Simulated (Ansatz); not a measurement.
BP in space group Pnma (No. 62; B on 4c, P on 4c), DFT-r²SCAN+D4 in the program Ansatz with PAW potentials, all energies at zero smearing, with the estimated change up to a 700 eV cutoff added, with one set of potentials and settings (totals compare only within such a set). Cell of 8 atoms (4 B, 4 P): -3665.313 eV.

| element | reference phase | E (eV/atom) |
|---|---|---|
| B | R-3m, 12 atoms in the cell | -156.6449 |
| P | Cmce, 4 atoms in the cell | -759.3057 |

Formation energy per atom, worked out: (-3665.313 − 4×(-156.6449) − 4×(-759.3057))/8 = -0.189 eV/atom (-18 kJ per mol of atoms), at 0 K, without zero-point energy or fitted corrections.

The start of the workflow was typed in or built on a structure type; neither database checked (COD, Materials Project) lists it. It is not the phase usual at ambient conditions (space group No. 216). Symmetry was held in the r²SCAN+D4 relaxation; whether a distortion lowers the energy is not shown. The volume moved by 25 % from the start of the relaxation. The references are the lowest solids computed at this level, not always the standard phases.

Potentials: the earlier of the program's two PAW sets.
